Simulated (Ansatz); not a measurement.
**Convergence of NaGa$_{3}$ with the k-point mesh**

Computed with DFT PBEsol, scalar-relativistic, plane waves, PAW in Ansatz 0.2.0.

```
Na Ga
1.0
     4.27478    0.02862    0.03512
     0.02862    4.26621    0.02427
     0.03512    0.02427    4.24504
Na Ga
1 3
Direct
  0.99667 0.00051 0.99146
  0.99728 0.51369 0.48868
  0.52878 0.99588 0.53413
  0.47131 0.50223 0.99446
```

| Property | Result |
| --- | --- |
| plane-wave cutoff | 420 eV |
| occupation rule | Gaussian smearing, 0.1 eV |
| spin treatment | unpolarised |

The atoms are held and the k-point mesh is swept. Energies are extrapolated to zero smearing and count from the reference run, 8×8×8. The cell was strained and its atoms displaced at random, so that forces don't vanish. The meshes are Γ-centred. Pressure is positive in compression.

Problem. Tried: 1×1×1, 2×2×2, 4×4×4, 6×6×6, 8×8×8. From which k-point mesh on does the energy per atom stay within 100, 10 and 1 meV of the reference?

Solution. 4×4×4 for 100 meV, none but the reference for 10 meV, none but the reference for 1 meV. The reference itself isn't shown to be converged.

```csv
mesh,ΔE (meV/atom),P (GPa),largest change of a force component (eV/Å),irreducible points
1×1×1,1400,16.35,0.769,1
2×2×2,108,1.35,0.217,8
4×4×4,19.0,-0.17,0.105,36
6×6×6,19.0,-0.60,0.017,112
8×8×8,0.00,-1.08,0.000,260
```